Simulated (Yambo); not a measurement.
Yambo input for K$_{2}$TiF$_{6}$ (space group P-3m1, No. 164) (a = b = 5.6851 Å, c = 4.5902 Å, α = β = 90.00°, γ = 120.00°), on norm-conserving PBEsol (Quantum ESPRESSO, 84 Ry, no spin-orbit coupling) wavefunctions on a 3×3×4 mesh:

```
optics
chi
dipoles
kernel
FFTGvecs= 40 Ry
Chimod= "HARTREE"
NGsBlkXd= 3 Ry
% QpntsRXd
 1 | 1 |
%
% BndsRnXd
 2 | 111 |
%
GrFnTpXd= "R"
% EnRngeXd
 0.0 | 20.0 | eV
%
% DmRngeXd
 0.2 | 0.2 | eV
%
CGrdSpXd= 50
ETStpsXd= 161
% LongDrXd
 0.0 | 0.0 | 1.0 |
%
```

First lines of the file o-*.eps_q1_inv_rpa_dyson:

```
Absorption @ Q(1):   0.00000000     0.00000000     1.00000000    [q->0 direction]
#
# [ X ] Hartree size     :   83
# [GEN] GF Energies     : Perdew, Burke & Ernzerhof SOL(X)+Perdew, Burke & Ernzerhof SOL(C)
# [GEN] Green`s Function     : Retarded
#
# [GEN] Gauge     : Length
# [GEN] [r,Vnl] included     : yes
#
#    E[1] [eV]     Im(eps)     Re(eps)     Im(eps_o)     Re(eps_o)
#
     0.000000     0.722860E-8     2.248670     -0.35684E-17     2.627446
     0.125000     0.545246E-3     2.248840     0.001053     2.627774
     0.250000     0.001092     2.249350     0.002111     2.628758
     0.375000     0.001643     2.250202     0.003178     2.630404
     0.500000     0.002199     2.251399     0.004260     2.632719
     0.625000     0.002762     2.252944     0.005363     2.635712
     0.750000     0.003334     2.254843     0.006490     2.639400
     0.875000     0.003917     2.257102     0.007649     2.643798
     1.000000     0.004514     2.259728     0.008846     2.648929
     1.125000     0.005127     2.262731     0.010088     2.654817
     1.250000     0.005758     2.266121     0.011381     2.661493
     1.375000     0.006410     2.269910     0.012736     2.668991
     1.500000     0.007087     2.274113     0.014162     2.677353
     1.625000     0.007791     2.278745     0.015669     2.686623
     1.750000     0.008527     2.283825     0.017270     2.696857
     1.875000     0.009299     2.289373     0.018979     2.708117
     2.000000     0.010113     2.295414     0.020815     2.720473
     2.125000     0.010973     2.301973     0.022795     2.734009
     2.250000     0.011886     2.309083     0.024943     2.748821
     2.375000     0.012861     2.316778     0.027288     2.765018
     2.500000     0.013906     2.325098     0.029863     2.782731
     2.625000     0.015033     2.334090     0.032708     2.802112
     2.750000     0.016255     2.343807     0.035873     2.823338
     2.875000     0.017587     2.354312     0.039421     2.846621
     3.000000     0.019049     2.365678     0.043429     2.872214
     3.125000     0.020665     2.377989     0.047995     2.900420
     3.250000     0.022467     2.391348     0.053246     2.931608
     3.375000     0.024492     2.405877     0.059349     2.966232
     3.500000     0.026791     2.421723     0.066524     3.004852
     3.625000     0.029432     2.439066     0.075070     3.048177
     3.750000     0.032504     2.458132     0.085401     3.097106
     3.875000     0.036132     2.479203     0.098108     3.152810
     4.000000     0.040494     2.502643     0.114053     3.216832
```
(The file goes on to the top of the energy range.) Convergence of the RPA response with its 3×3×4 mesh was not tested.

Geometry of the Materials Project entry, not relaxed at this level.
